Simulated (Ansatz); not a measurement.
Relaxed CsPbCl$_{3}$ (cubic perovskite):

```
CsPbCl3
1.0
    5.67350     0.00000     0.00000
    0.00000     5.67350     0.00000
    0.00000     0.00000     5.67350
Cs Pb Cl
1 1 3
Direct
  0.00000   0.00000   0.00000
  0.50000   0.50000   0.50000
  0.00000   0.50000   0.50000
  0.50000   0.50000   0.00000
  0.50000   0.00000   0.50000
```

Two-dimensional scan of atom 1 (Cs, nearest neighbour Cl at 4.012 Å; its periodic images, 5.7 Å or more away, move with it): u runs along (1.000, 0.000, 0.000), v along (0.000, 0.000, 1.000) (Cartesian). Cell and other atoms are fixed.

All values below come from r2SCAN (plane waves to 500 eV, PAW, scalar-relativistic; Ansatz, an electronic-structure program). k mesh 5×5×5 (Γ-centred), Fermi-Dirac smearing 0.05 eV. The energy includes the smearing's −TS. CsPbCl3 was relaxed with its symmetry unable to fall. Spin-orbit coupling is left out, though Pb is heavy. This is a high-temperature form of CsPbCl3. The zero of ΔE is the undisplaced structure. Axes are in Å.

| ΔE (eV/cell) | u = -0.600 | u = -0.400 | u = -0.200 | u = 0.000 | u = 0.200 | u = 0.400 | u = 0.600 |
|---|---|---|---|---|---|---|---|
| v = -0.600 | ___ | 0.0925 | ___ | 0.0432 | ___ | 0.0925 | ___ |
| v = -0.400 | 0.0925 | ___ | 0.0219 | 0.0154 | 0.0219 | ___ | 0.0925 |
| v = -0.200 | ___ | 0.0219 | 0.0073 | 0.0032 | 0.0073 | 0.0219 | ___ |
| v = 0.000 | 0.0432 | 0.0154 | 0.0032 | 0.0000 | 0.0032 | 0.0154 | 0.0432 |
| v = 0.200 | ___ | 0.0219 | 0.0073 | 0.0032 | 0.0073 | 0.0219 | ___ |
| v = 0.400 | 0.0925 | ___ | 0.0219 | 0.0154 | 0.0219 | ___ | 0.0925 |
| v = 0.600 | ___ | 0.0925 | ___ | 0.0432 | ___ | 0.0925 | ___ |

Question: Complete the blanks.

Answer: 
- v = -0.600, u = -0.600: 0.1690
- v = -0.600, u = -0.200: 0.0545
- v = -0.600, u = 0.200: 0.0545
- v = -0.600, u = 0.600: 0.1690
- v = -0.400, u = -0.400: 0.0447
- v = -0.400, u = 0.400: 0.0447
- v = -0.200, u = -0.600: 0.0545
- v = -0.200, u = 0.600: 0.0545
- v = 0.200, u = -0.600: 0.0545
- v = 0.200, u = 0.600: 0.0545
- v = 0.400, u = -0.400: 0.0447
- v = 0.400, u = 0.400: 0.0447
- v = 0.600, u = -0.600: 0.1690
- v = 0.600, u = -0.200: 0.0545
- v = 0.600, u = 0.200: 0.0545
- v = 0.600, u = 0.600: 0.1690

(For displaced atoms, the force is minus the slope of the energy, and its curvature is a force constant, which sets phonon frequencies.)
